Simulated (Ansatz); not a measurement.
BN in space group P6_3mc (No. 186; B on 2a, B on 2b, N on 2a, N on 2b) at seven volumes, plane-wave PAW HSE06 (Ansatz code), shape and atoms relaxed at each. One row is withheld.

```tsv
V (Å³/atom)	P (GPa)
5.297	45.16
5.471	?
5.646	13.01
5.820	0.00
5.995	-11.32
6.170	-21.17
6.344	-29.76
```

**Question.** Fit the shown pressures and predict the withheld one.

**Answer.** Third-order Birch–Murnaghan: P = (3/2)B₀(x^(7/2) − x^(5/2))[1 + (3/4)(B′ − 4)(x − 1)] with x = (V₀/V)^(2/3). Least squares on the six rows gives V₀ = 5.820 Å³/atom, B₀ = 404.1 GPa, B′ = 3.64. At V = 5.471, x = 1.0421 and P = 27.96 GPa. The run itself gave 27.95 GPa.

The cell is a constructed one: a structure type filled with these elements. Its sites differ from those of the usual phase in this space group: another stacking or structure type. Symmetry was held in the HSE06 relaxation; its stability against distortions is not shown here.

Potentials: the later of the program's two PAW sets.
